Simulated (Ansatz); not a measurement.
Level of theory: Ansatz 0.2.0, DFT PBE, scalar-relativistic, plane waves, PAW. Settings: cutoff 420 eV, Γ-centred meshes spaced at most about 0.3 Å⁻¹, and about 0.25 Å⁻¹ or finer for metals (2π included), Gaussian smearing. No spin polarisation in the final relaxations.

Temperature and zero-point effects are left out.

Compare these two cells of Si2As2O, each relaxed at this level.

A. Space group I4/mmm (No. 139), tetragonal, a = 5.147 Å, c = 6.507 Å. Si has 4 As at 2.59 Å; As is surrounded by 1 O at 1.92 Å and 4 Si at 2.59 Å; around O lie 2 As at 1.92 Å.

B. Space group P6/mmm (No. 191), hexagonal, a = 4.333 Å, c = 5.197 Å. Around Si lie 3 O at 2.50 Å, 3 Si at 2.50 Å and 2 As at 2.60 Å; around As lie 3 As at 2.50 Å and 2 Si at 2.60 Å; O is surrounded by 6 Si at 2.50 Å (long against covalent radii, as for large ions).

Problem. Which is lower in energy, and by how much?

Solution. B is lower, by 44 meV/atom. A has space group I4/mmm (No. 139), 17.2 Å³/atom and no gap on its mesh; B has space group P6/mmm (No. 191), 16.9 Å³/atom and no gap. Counting As or Si atoms around O (for each partner element, those within 1.25 times its shortest distance or 1.15 times the sum of covalent radii, where it is the nearest in units of that sum or under 1.3; the shortest distance is added where it exceeds 1.18 times the sum of covalent radii), A has O 2 and B has O 6 from 2.5 Å. B holds Si–Si nets (shortest 2.50 Å) and As–As nets (shortest 2.50 Å); in A the shortest Si–Si distance is 3.25 Å and the shortest As–As distance is 2.68 Å, near bonding range too. Even the lower one lies +0.20 eV/atom against the reference forms of the elements (uncorrected), so neither is stable at this level. Both come from invented guesses. A third cell relaxed alike, in P6/mmm, lies 0.50 eV/atom below the lower of the two.

Cells relaxed within their symmetry can be saddle points.
